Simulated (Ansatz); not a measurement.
The guess for SrCuB5 was made by a generator: random cell by space group and Wyckoff sites (R-3m, No. 166). The dimensions are guesses.

Space group R-3m:H (No. 166). a = 5.095 Å, b = 5.095 Å, c = 16.022 Å, α = 90.00°, β = 90.00°, γ = 120.00°
| atom | site | symmetry | x | y | z |
| --- | --- | --- | --- | --- | --- |
| Sr | 3a | -3m | 0.0000 | 0.0000 | 0.0000 |
| Cu | 3b | -3m | 0.6667 | 0.3333 | 0.8333 |
| B | 9e | .2/m | 0.5000 | 0.0000 | 0.0000 |
| B | 6c | 3m | 0.3333 | 0.6667 | 0.8114 |

All numbers below come from DFT PBE, scalar-relativistic, plane waves, PAW (Ansatz). Cutoff 420 eV, Gaussian smearing, Γ-centred meshes. Cell and atoms relax first on a coarse mesh and then on a finer one. In between, the cell is made exact in the group found at 0.06 Å. In metals the finer mesh still leaves noise of several meV/atom or more. The steps can't lower the symmetry of their start. No spin polarisation.

A guess keeps its type if space group and coordination stay and the shape of the cell changes little (axis ratios within about 15 %, angles within 6°); the volume may change.

Problem. Will the relaxed cell still be of the starting type?

Solution. It doesn't keep its type. The symmetry stays R-3m (No. 166). The volume per atom shrinks by 23.8 %, from 17.2 to 13.1 Å³. The shortest distance goes from 2.32 Å (Sr–B) to 1.66 Å (B–B). The ratio c/a of the conventional cell changes by a factor of 0.57. Counting neighbours within 15 % of an atom's shortest distance, the start has B 1/6, Cu 12, Sr 8 and the end B 2/3, Cu 8, Sr 8. In detail, at the end Sr is surrounded by 6 B at 2.80 Å, 2 B at 3.01 Å and 6 B at 3.25 Å; Cu is surrounded by 2 B at 2.04 Å and 6 B at 2.33 Å; B on a site of symmetry 2/m has 2 B at 1.66 Å, 2 Cu at 2.33 Å, 2 Sr at 2.80 Å and 4 B at 2.80 Å; 1 more site not described.

```
CELL_PARAMETERS angstrom
2.79974 1.61643 3.36955
-2.79974 1.61643 3.36955
0.00000 -3.23287 3.36955
ATOMIC_POSITIONS crystal
Sr 0.00000 0.00000 0.00000
Cu 0.50000 0.50000 0.50000
B 0.50000 0.50000 0.00000
B 0.00000 0.50000 0.50000
B 0.50000 0.00000 0.50000
B 0.29813 0.29813 0.29813
B 0.70187 0.70187 0.70187
```

The last run used a 12×12×12 mesh for its 7-atom cell and Gaussian smearing of 0.10 eV. Symmetry constrained the relaxation, so the result can be a saddle point.

In counts of neighbours, a slash parts the counts of unlike sites.
